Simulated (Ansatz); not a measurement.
## WS₂ (P6_3/mmc)

The calculation used Ansatz 0.2.0, DFT PBEsol+D3(BJ), scalar-relativistic, plane waves, PAW.

Plane waves to 420 eV, a k mesh through Γ of 12×12×4 on the computed 6-atom cell and Gaussian smearing (0.02 eV); no spin polarisation.

The structure is relaxed at this level of theory with its symmetry kept.

```cif
data_structure
_symmetry_space_group_name_H-M 'P6_3/mmc'
_symmetry_Int_Tables_number 194
_cell_length_a 3.1146
_cell_length_b 3.1146
_cell_length_c 11.7771
_cell_angle_alpha 90.000
_cell_angle_beta 90.000
_cell_angle_gamma 120.000
_cell_volume 98.94
loop_
_atom_site_label
_atom_site_type_symbol
_atom_site_symmetry_multiplicity
_atom_site_Wyckoff_symbol
_atom_site_fract_x
_atom_site_fract_y
_atom_site_fract_z
_atom_site_occupancy
W1 W 2 d 0.33333 0.66667 0.75000 1
S1 S 4 f 0.33333 0.66667 0.11664 1
```

| Item | Value |
| --- | --- |
| Space group | P6_3/mmc (No. 194) |
| Volume per atom | 16.49 Å³ |
| Kohn–Sham band gap | 0.65 eV, indirect from Γ to (0.177, 0.177, 0.000) |
| Löwdin character of the top 1 eV of the valence band | W 5d 56 %, S 3p 37 % |
| Löwdin character of the lowest 1 eV of the conduction band | W 5d 59 %, S 3p 31 %, unprojected 6 % |
| Electron masses at the edge by Cartesian direction of the standard setting (m_e; degenerate bands sorted by energy; no spin-orbit coupling) | x: 0.47; y: 0.46; z: 0.38 |
| Hole masses at the edge by Cartesian direction of the standard setting (m_e; degenerate bands sorted by energy; no spin-orbit coupling) | x: 0.46; y: 0.46; z: 0.95 |
| Electronic dielectric constant xx, yy, zz of the standard setting (independent particles) | 15.4, 15.4, 10.9 |
| Bader charges (e) | W (2 in the cell) 1.31, S (4 in the cell) -0.65 |

Spin-orbit coupling is left out, which matters for the bands of heavy elements.